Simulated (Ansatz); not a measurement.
MgO:
```xyz
2
Lattice="0.0000 2.1038 2.1038 2.1038 0.0000 2.1038 2.1038 2.1038 0.0000" Properties=species:S:1:pos:R:3 pbc="T T T"
Mg     0.0000     0.0000     0.0000
O      2.1038     2.1038     2.1038
```

Relaxed with r²SCAN.

**Question.** Give the Bader charges and basin volumes of the independent atoms, plane-wave PAW r²SCAN (Ansatz code).

**Answer.** 

```tsv
atom	Bader charge (e)	Bader volume (Å³)
Mg1	+1.74	4.5
O2	-1.74	14.2
```

Space group Fm-3m (rock salt). The r²SCAN relaxation kept the symmetry of its start.

Potentials: the earlier of the program's two PAW sets. The files were generated under PBE; for other functionals the program regenerates the frozen cores, and for LDA and PBEsol the local potential too.
